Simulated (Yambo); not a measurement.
BSE-type run in Yambo on CdO2H2 (space group P-3m1, No. 164), at zero momentum.

Quantum ESPRESSO step (PBEsol, PseudoDojo standard norm-conserving files, fully relativistic):
```
&CONTROL
  calculation = 'nscf'
  pseudo_dir = './pseudo'
  outdir = './out'
/
&SYSTEM
  ibrav = 0
  nat = 5
  ntyp = 3
  ecutwfc = 102.0
  ecutrho = 408.0
  occupations = 'fixed'
  force_symmorphic = .true.
  nbnd = 74
  noncolin = .true.
  lspinorb = .true.
/
&ELECTRONS
  conv_thr = 5e-09
  diago_full_acc = .true.
  diago_thr_init = 1e-08
/
ATOMIC_SPECIES
H 1.0080 H.upf
O 15.9990 O.upf
Cd 112.4140 Cd.upf
CELL_PARAMETERS angstrom
  3.543311300296   0.000000000000   0.000000000000
 -1.771655650148   3.068597599573   0.000000000000
  0.000000000000   0.000000000000   4.585165552000
ATOMIC_POSITIONS crystal
H   0.666666667000   0.333333333000   0.547921204600
H   0.333333333667   0.666666666333   0.452078795400
O   0.666666667000   0.333333333000   0.759294501900
O   0.333333333667   0.666666666333   0.240705498100
Cd   0.000000000333   0.000000000000   0.000000000000
K_POINTS automatic
6 6 4 0 0 0
```

Yambo input:
```
rim_cut
optics
bse
bss
dipoles
em1s
RandQpts= 1000000
RandGvec= 1 Ry
FFTGvecs= 40 Ry
Chimod= "HARTREE"
BSKmod= "SEX"
BSEmod= "resonant"
BSSmod= "hs"
BSENGexx= 15 Ry
BSENGBlk= 3 Ry
% KfnQP_E
 1.809 | 1.0 | 1.0 |
%
% BSEQptR
 1 | 1 |
%
% BSEBands
 21 | 38 |
%
% BEnRange
 0.0 | 10.1 | eV
%
% BDmRange
 0.15 | 0.15 | eV
%
BEnSteps= 202
% BLongDir
 0.0 | 0.0 | 1.0 |
%
BSHayTrs= -0.02
BSSNEig= 48
WRbsWF
% BndsRnXs
 9 | 70 |
%
NGsBlkXs= 3 Ry
% LongDrXs
 1.0 | 1.0 | 1.0 |
%
```

From the report:

The dimension is k points × valence × conduction bands = 144 × 14 × 4 = 8064.
```
  [SLEPC] Approach                          : Krylov-Schur
  [SLEPC] Number of requested eigenvalues   :   48
  [SLEPC] Number of eigenvalues        [NEV]:   48
   [K] Dimension                                    :   8064
   [K] Bands                                        :   21   38
   [K] Exchange res                                 : yes
   [K] Correlation res                              : yes
   [K] W interaction is bare                        : no
   [K] RL vectors exchange                          :   329
   [K] RL vectors correlation                       :   35
   [W] Matrix size                                  :   35
   [W] Bands                                        :    9   70
   [W] Coulomb Cutoff                               : none
   [W] Hxc Kernel                                   : HARTREE
```

Geometry relaxed with PBE+D3(BJ).

The structure is a Materials Project entry; no match was found in the copy of COD used, and its stability was not checked.
